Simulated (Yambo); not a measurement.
**Ba2SrWO6: sweep of GW parameters**

G0W0@PBEsol for Ba₂SrWO₆ (space group R-3, No. 148) in Yambo. Reference settings: 2×2×2 Γ-centred k mesh, bands 2 to 317 and a 8 Ry block in the screening, 317 bands in G with the Bruneval-Gonze terminator, plasmon pole fitted at 27.2 eV. The PBEsol gap F → F on this mesh is 2.84 eV; G0W0 gaps are taken between the same points.

```json
[
 {"change from the reference": "reference settings", "G0W0 gap F → F (eV)": "4.49", "shift of the valence edge (eV)": "-0.54", "rough Yambo cost": "1"},
 {"change from the reference": "123 bands in G", "G0W0 gap F → F (eV)": "4.53", "shift of the valence edge (eV)": "-0.51", "rough Yambo cost": "–"},
 {"change from the reference": "3 Ry block", "G0W0 gap F → F (eV)": "4.57", "shift of the valence edge (eV)": "-0.50", "rough Yambo cost": "within a factor of two"},
 {"change from the reference": "7 Ry block", "G0W0 gap F → F (eV)": "4.49", "shift of the valence edge (eV)": "-0.52", "rough Yambo cost": "within a factor of two"},
 {"change from the reference": "pole fitted at 40 eV", "G0W0 gap F → F (eV)": "4.50", "shift of the valence edge (eV)": "-0.59", "rough Yambo cost": "–"},
 {"change from the reference": "no terminator", "G0W0 gap F → F (eV)": "4.51", "shift of the valence edge (eV)": "-0.36", "rough Yambo cost": "–"}
]
```

The reference isn't shown to be the converged limit. Costs are rough (shared machines), scaled to the same edge states, and given only for runs that recompute the screening.

Spin-orbit coupling is left out, which matters for elements this heavy: edges can move by tenths of an eV.

Geometry of the Materials Project entry, not relaxed at this level; primitive cell a = 6.129 Å, b = 6.129 Å, c = 6.129 Å, α = 60.96°, β = 60.96°, γ = 60.96°.

The structure is a Materials Project entry; no match was found in the copy of COD used, and its stability was not checked.

A shift is the quasiparticle energy of the state minus its PBEsol energy.
